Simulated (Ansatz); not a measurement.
## TaRu$_{5}$: computed properties

Method: Ansatz, DFT PBE, scalar-relativistic, plane waves, PAW.

Settings: cutoff 420 eV, Γ-centred mesh 12×12×8 on the computed 6-atom cell, Gaussian smearing of 0.10 eV; no spin polarisation.

The structure is relaxed at this level of theory with its symmetry kept, and needn't be the ground state of this composition.

Space group P-62m (No. 189), hexagonal, a = 4.788 Å, c = 4.375 Å. Ta has 12 Ru at 2.74–2.76 Å; around Ru on a site of symmetry m2m lie 10 Ru at 2.69–2.87 Å and 2 Ta at 2.74 Å; Ru on a site of symmetry -6 has 9 Ru at 2.69–2.76 Å and 3 Ta at 2.76 Å.

* Volume per atom: 14.48 Å³
* Formation energy from the elements' standard states (uncorrected): -0.096 eV/atom
* Kohn–Sham band gap: none (metal)
* Density of states at the Fermi level: 7.5 states/eV per cell
* Orbital (Löwdin) character within 0.5 eV of the Fermi level: Ru 4d 80 %, Ta 5d 11 %
* Bader charge by site (e): Ta (1 in the cell) 1.26, Ru (3 in the cell) -0.23, Ru (2 in the cell) -0.28

Spin-orbit coupling is left out, which matters for the bands of heavy elements.

The cell was found from a structure generator's guess, not taken from experiment. Löwdin shares on free-atom orbitals overweight diffuse shells.
